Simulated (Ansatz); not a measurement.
SiO₂ in space group I4/mmm (No. 139; Si on 8h, O on 8f, O on 8i) at seven volumes, PBEsol (plane waves, PAW; program Ansatz), shape and atoms relaxed at each. One row is withheld.

```
V (Å³/atom)  P (GPa)
-----------  -------
16.036         13.85
16.564          8.77
17.093          4.15
17.622          0.00
18.150         -3.67
18.679         -6.90
19.208             ?
```

### Question
Fit the shown pressures and predict the withheld one.

### Answer
Third-order Birch–Murnaghan: P = (3/2)B₀(x^(7/2) − x^(5/2))[1 + (3/4)(B′ − 4)(x − 1)] with x = (V₀/V)^(2/3). Least squares on the six rows gives V₀ = 17.625 Å³/atom, B₀ = 129.4 GPa, B′ = 2.75. At V = 19.208, x = 0.9443 and P = -9.86 GPa. The run itself gave -9.72 GPa.

The workflow started from a Materials Project entry (that database holds measured and hypothetical structures alike); the Crystallography Open Database copy checked does not list it. It is not the phase usual at ambient conditions (space group No. 92, 152, 154). Symmetry was held in the PBEsol relaxation. At this level the phase is mechanically unstable.

Potentials: the earlier of the program's two PAW sets. The files were generated under PBE; for other functionals the program regenerates the frozen cores, and for LDA and PBEsol the local potential too.
